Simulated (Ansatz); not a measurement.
Cell and atoms are relaxed with the symmetry kept. Start:

```xyz
6
Lattice="3.1800 0.0000 0.0000 -1.5900 2.7540 0.0000 0.0000 0.0000 12.5000" Properties=species:S:1:pos:R:3 pbc="T T T"
W     0.0000    1.8360    3.1250
W     1.5900    0.9180    9.3750
S     0.0000    1.8360    7.8125
S     1.5900    0.9180    1.5625
S     0.0000    1.8360   10.9375
S     1.5900    0.9180    4.6875
```

Theory: DFT r2SCAN, scalar-relativistic, plane waves, PAW (Ansatz).

Settings: cutoff 500 eV, Γ-centred mesh 12×12×4 on the computed 6-atom cell, Gaussian smearing of 0.02 eV; no spin polarisation.

Task: What does it relax to?

Result: The volume increases by 0.84 Å³/atom to 19.09 Å³/atom, and the energy falls by 3.4 meV/atom. Final structure:
Space group P6_3/mmc (No. 194). a = 3.182 Å, b = 3.182 Å, c = 13.061 Å, α = 90.00°, β = 90.00°, γ = 120.00°
```
atom site symmetry x y z
   W    2c      -6m2  0.3333  0.6667  0.2500
   S    4f       3m.  0.3333  0.6667  0.6306
```

Spin–orbit coupling is left out, which can shift energies with elements as heavy as these. The cell holds layers, and where no dispersion correction was added their binding is poorly described.